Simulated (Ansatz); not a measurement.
Input, command and steps of an Ansatz relaxation.

```yaml
crystal:
  lattice:
    - [3.917671574, 0.0, 0.0]
    - [0.0, 3.917671574, 0.0]
    - [0.0, 0.0, 7.4368324552]
  atoms:
    - { symbol: Bi, position: [0.5, 0.0, 0.3286935147] }
    - { symbol: Bi, position: [0.0, 0.5, 0.6713064853] }
    - { symbol: Cl, position: [0.0, 0.5, 0.1495137691] }
    - { symbol: Cl, position: [0.5, 0.0, 0.8504862309] }
    - { symbol: O, position: [0.0, 0.0, 0.5] }
    - { symbol: O, position: [0.5, 0.5, 0.5] }
basis:
  ecutwfc: 420
kpoints:
  mp_grid: { grid: [6, 6, 4] }
hamiltonian:
  xc: pbesol
scf:
  occupations: { method: gaussian, width: 0.02 }
output:
  forces: true
  stress: true
  eigenvalues: true
relax:
  adjacent_minimum: "off"
  f_tol: 0.01
  max_steps: 30
  cell: { stress_tol: 0.1, fix: [volume] }
```

```bash
ansatz run input.yaml --threads 2 --pin off --max-ram 5120MiB --backend cpu --events-out ev --progress --plain --runs-dir out
```

Level of theory: Ansatz 0.2.0, DFT PBEsol, scalar-relativistic, plane waves, PAW.

The volume is held at 1.03 times that of the relaxed cell.

Of 6 frames 5 are shown, positions in Å and forces in eV/Å; the SCF threshold varies from step to step. Steps run on the plane waves of an earlier cell, with a Pulay correction in the pressure. The basis is chosen afresh for the last frame, the zero of the energies, and at times for earlier ones too; energy and pressure step there, also at an unchanged geometry.

```xyz
6
Lattice="3.9177 0.0000 0.0000 0.0000 3.9177 0.0000 0.0000 0.0000 7.4368" Properties=species:S:1:pos:R:3:forces:R:3 pbc="T T T" step=1 free_energy_over_end_meV_per_atom=3.35 pressure_GPa=-2.76
Bi    1.9588    0.0000    2.4444    0.0000    0.0000    0.3332
Bi    0.0000    1.9588    4.9924    0.0000    0.0000   -0.3332
Cl    0.0000    1.9588    1.1119    0.0000    0.0000    0.0853
Cl    1.9588    0.0000    6.3249    0.0000    0.0000   -0.0853
O     0.0000    0.0000    3.7184    0.0000    0.0000    0.0000
O     1.9588    1.9588    3.7184    0.0000    0.0000    0.0000
6
Lattice="3.9049 0.0000 0.0000 0.0000 3.9049 0.0000 0.0000 0.0000 7.4856" Properties=species:S:1:pos:R:3:forces:R:3 pbc="T T T" step=2 free_energy_over_end_meV_per_atom=1.62 pressure_GPa=-0.92
Bi    1.9524    0.0000    2.5037    0.0000    0.0000   -0.3156
Bi    0.0000    1.9524    4.9820    0.0000    0.0000    0.3156
Cl    0.0000    1.9524    1.1542    0.0000    0.0000    0.0693
Cl    1.9524    0.0000    6.3315    0.0000    0.0000   -0.0693
O     0.0000    0.0000    3.7428    0.0000    0.0000    0.0000
O     1.9524    1.9524    3.7428    0.0000    0.0000    0.0000
6
Lattice="3.8887 0.0000 0.0000 0.0000 3.8887 0.0000 0.0000 0.0000 7.5479" Properties=species:S:1:pos:R:3:forces:R:3 pbc="T T T" step=3 free_energy_over_end_meV_per_atom=0.33 pressure_GPa=-0.84
Bi    1.9444    0.0000    2.5127    0.0000    0.0000    0.0432
Bi    0.0000    1.9444    5.0352    0.0000    0.0000   -0.0432
Cl    0.0000    1.9444    1.1966    0.0000    0.0000   -0.0662
Cl    1.9444    0.0000    6.3513    0.0000    0.0000    0.0662
O     0.0000    0.0000    3.7739    0.0000    0.0000    0.0000
O     1.9444    1.9444    3.7739    0.0000    0.0000    0.0000
6
Lattice="3.8838 0.0000 0.0000 0.0000 3.8838 0.0000 0.0000 0.0000 7.5671" Properties=species:S:1:pos:R:3:forces:R:3 pbc="T T T" step=4 free_energy_over_end_meV_per_atom=0.10 pressure_GPa=-0.92
Bi    1.9419    0.0000    2.5196    0.0000    0.0000    0.0136
Bi    0.0000    1.9419    5.0475    0.0000    0.0000   -0.0136
Cl    0.0000    1.9419    1.1834    0.0000    0.0000    0.0023
Cl    1.9419    0.0000    6.3837    0.0000    0.0000   -0.0023
O     0.0000    0.0000    3.7836    0.0000    0.0000    0.0000
O     1.9419    1.9419    3.7836    0.0000    0.0000    0.0000
6
Lattice="3.8827 0.0000 0.0000 0.0000 3.8827 0.0000 0.0000 0.0000 7.5713" Properties=species:S:1:pos:R:3:forces:R:3 pbc="T T T" step=6 free_energy_over_end_meV_per_atom=0.00 pressure_GPa=-0.84
Bi    1.9414    0.0000    2.5222    0.0000    0.0000    0.0009
Bi    0.0000    1.9414    5.0491    0.0000    0.0000   -0.0009
Cl    0.0000    1.9414    1.1856    0.0000    0.0000    0.0004
Cl    1.9414    0.0000    6.3857    0.0000    0.0000   -0.0004
O     0.0000    0.0000    3.7857    0.0000    0.0000    0.0000
O     1.9414    1.9414    3.7857    0.0000    0.0000    0.0000
```

The run took 21 s on 2 threads of Intel(R) Xeon(R) Platinum 8259CL CPU @ 2.50GHz (Skylake/Cascade Lake) (shared host), peak memory 0.51 GiB.

Spin–orbit coupling is left out, which can shift energies with elements as heavy as these.